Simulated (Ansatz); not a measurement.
## Hg, first-principles data

Hg:
```xyz
1
Lattice="-1.7805 1.7805 1.7813 1.7805 -1.7805 1.7813 1.7805 1.7805 -1.7813" Properties=species:S:1:pos:R:3 pbc="T T T"
Hg     0.0000     0.0000     1.7813
```

Space group Im-3m (No. 229), bcc (W type); conventional cell a = 3.5615 Å, b = 3.5615 Å, c = 3.5615 Å, α = 90.00°, β = 90.00°, γ = 90.00°.

Method: LDA in the plane-wave PAW code Ansatz. The cell and atoms are relaxed at this level. Other levels are named where they apply.

### Cell and energy

* **Volume per atom**: 22.59 Å³
* **Density**: 14.75 g/cm³

### Electronic structure

- Electronic character = metallic (no gap)
- Density of states at the Fermi level = 0.22 states/eV per atom (mean over ±0.08 eV)

The workflow started from a Materials Project entry (that database holds measured and hypothetical structures alike); the Crystallography Open Database copy checked does not list it. It is not the usual solid phase (space group No. 166). The LDA relaxation kept the symmetry of its start; its stability against distortions is not shown here. The substance is a gas or liquid at ambient conditions. Point labels and valley counts follow the cell and symmetry of the run, lower than the named group. Scalar-relativistic: spin–orbit coupling is off unless named, which matters more the heavier the elements.

Potentials: the later of the program's two PAW sets.
